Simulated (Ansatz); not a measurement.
Here is an unrelaxed guess for Hf2C.

```
Hf C
1.0
     3.03352    0.00000    0.00000
     0.00000    3.03352    0.00000
     0.00000    0.00000    5.96224
Hf C
2 1
Direct
  0.00000 0.00000 0.81859
  0.00000 0.00000 0.18141
  0.00000 0.00000 0.50000
```

All numbers below come from Ansatz 0.2.0, DFT PBE, scalar-relativistic, plane waves, PAW. Settings: cutoff 420 eV, Γ-centred mesh 6×6×4 on the computed 3-atom cell, Gaussian smearing of 0.10 eV; no spin polarisation.

Formation energies are uncorrected and refer to the elements' standard structures at the same level.

Problem. How far from equilibrium is it?

Solution. The pressure is 35.6 GPa (the mean over three directions, positive in compression), the largest force is 5.91 eV/Å, and the energy is +2.51 eV/atom against the elements. The shortest distance is 1.90 Å.

Problem. How much does it gain on relaxing, and where does it end?

Solution. Relaxing gains about 1.0 eV/atom (the start's value is from the coarse mesh, so the gain is rough) in 17 ionic steps and ends at +1.50 eV/atom on the finer mesh. The symmetry stays P4/mmm (No. 123). The volume per atom grows by 14.3 %, from 18.3 to 20.9 Å³. The shortest distance goes from 1.90 Å (Hf–C) to 2.09 Å (Hf–C). The ratio c/a of the conventional cell changes by a factor of 1.28. Conventional cell: a = 2.921 Å, c = 7.350 Å. Hf is surrounded by 1 C at 2.09 Å, 4 Hf at 2.92 Å and 1 Hf at 3.17 Å; C is surrounded by 2 Hf at 2.09 Å.

The last run used a 16×16×6 mesh (in the run's order of axes) for its 3-atom cell and Gaussian smearing of 0.10 eV. Spin–orbit coupling, which can matter for Hf, is left out. The reference form of C is held partly by dispersion forces, which this level lacks. The relaxation can't lower the symmetry of the start. A structure relaxed within its symmetry needn't be a true minimum. Another cell of Hf2C relaxed alike, in P6_3/mmc, lies 1.58 eV/atom lower, so this cell isn't the stable form at this level.
